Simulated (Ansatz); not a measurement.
A geometry of SnO2 away from equilibrium: the start of the relaxation of a relaxed SnO2 cell, doubled along one cell vector, shaken by Gaussian noise of σ = 0.08 Å a coordinate. Method: PBE (plane waves to 420 eV, PAW, scalar-relativistic; Ansatz, a quantum-chemistry and plane-wave program). Γ-centred k-mesh 8×4×4 on the run's cell (coarser than for final values), Fermi–Dirac smearing 0.05 eV.

```xyz
6
Lattice="3.2277 0.0000 0.0000 -3.2277 5.5906 0.0000 0.0000 0.0000 5.5154" Properties=species:S:1:pos:R:3 pbc="T T T"
O     -0.0602     1.8887     3.7208
O     -1.7278     4.7685     3.8141
O      1.7954     0.9339     1.7623
O     -0.0185     3.7899     1.7734
Sn    -0.0410     0.1110     2.8543
Sn    -1.6689     2.9583     2.7778
```

Task: What forces act on the atoms (eV/Å)?

Result: 
```json
[
 {"atom": "O1", "Fx": "0.62", "Fy": "1.99", "Fz": "1.21"},
 {"atom": "O2", "Fx": "0.65", "Fy": "-0.51", "Fz": "0.53"},
 {"atom": "O3", "Fx": "-2.37", "Fy": "1.06", "Fz": "-0.50"},
 {"atom": "O4", "Fx": "-0.42", "Fy": "0.43", "Fz": "0.08"},
 {"atom": "Sn5", "Fx": "1.06", "Fy": "-0.94", "Fz": "-0.98"},
 {"atom": "Sn6", "Fx": "0.46", "Fy": "-2.03", "Fz": "-0.34"}
]
```

Task: What is the pressure?

Result: +3.4 GPa, compression positive.

Task: How much energy per atom can still be gained by relaxing?

Result: 0.09 eV/atom; the path ends in P-3m1 (No. 164) (CdI2 type).

No spin polarisation in the result. No dispersion correction is included, so spacings between layers, chains or molecules are soft and tend to come out too large.

The end of the path is a generated cell of SnO2: the first start was made by a random draw of sites in a space group, and the end was not matched to a known phase here, so it may be hypothetical. Known forms of SnO2 include space group No. 136.
